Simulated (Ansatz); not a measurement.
BeCo: moving Be off its site

BeCo, Pm-3m, a = 2.606 Å (as given, not relaxed at this level: -9.0 GPa). The structure is a COD entry; whether it is the stable form wasn't checked. Ansatz: PBEsol, PAW, 420 eV, Γ-centred 18×18×18 mesh on 2 atoms, Gaussian smearing 0.15 eV; collinear spin, largest moment 0.4 μB.

```
CELL_PARAMETERS angstrom
2.60600 0.00000 0.00000
0.00000 2.60600 0.00000
0.00000 0.00000 2.60600
ATOMIC_POSITIONS crystal
Be 0.00000 0.00000 0.00000
Co 0.50000 0.50000 0.50000
```

Atom 1 (Be) moves by x along the unit vector (0.000, 1.000, 0.000), with its periodic images; all else is held. y is the free energy of the cell over the start, F the force along the path summed over the moved atoms. Symmetry makes y even in x.

```tsv
x (Å)	y (meV)	F (eV/Å)
-0.5000	?	?
-0.2500	227.0	1.79
0.0000	0.0	0.00
0.0625	14.4	-0.46
0.1250	57.3	-0.91
0.1875	128.4	-1.36
0.3125	351.7	-2.20
0.3750	501.1	-2.58
0.4375	673.2	-2.92
```

Task: Fit y = c2 x² + c4 x⁴ to the energies of the other rows, give the force constant, and predict energy and force of the missing row.

Result: Least squares on the rows shown. y = 3687.8 x² − 890.06 x⁴. The force constant is 2 c2 = 7.38 eV/Å², for the cell as given, at -9.0 GPa (for all images moving together, not for a lone atom). With two atoms in a cubic cell this is the optical mode at Γ (in a metal it hangs on mesh and smearing): ω = 521.5 √(2 c2/μ) = 507 cm⁻¹ for μ = 7.82 u. The force −dy/dx at the missing row is 3.24 eV/Å (computed 3.22). At x = -0.5000 the fit asked for gives 866.3 meV. The run gave 865.2 meV, so the fit is 1.1 meV too high, a small miss on the scale of the series.